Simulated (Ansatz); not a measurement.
TePb:
```
CELL_PARAMETERS angstrom
      0.00000     3.25387     3.25387
      3.25387     0.00000     3.25387
      3.25387     3.25387     0.00000
ATOMIC_POSITIONS crystal
  Te 0.50000 0.50000 0.50000
  Pb 0.00000 0.00000 0.00000
```

Relaxed with r²SCAN+D4.

**Question.** Decompose the optical modes at the zone centre into irreducible representations, and say which are infrared and Raman allowed.

**Answer.** Point group m-3m: Γ_opt = T1u. Infrared: T1u. Raman: none.

**Question.** Assign frequencies (DFPT, plane-wave PAW r²SCAN+D4 (Ansatz code); without the LO–TO term).

**Answer.** T1u 23 cm⁻¹.

Space group Fm-3m (rock salt). The cell was relaxed with r²SCAN+D4 under the symmetry of its start. Scalar-relativistic: spin–orbit coupling is off unless named, which matters more the heavier the elements.

Potentials: the later of the program's two PAW sets.
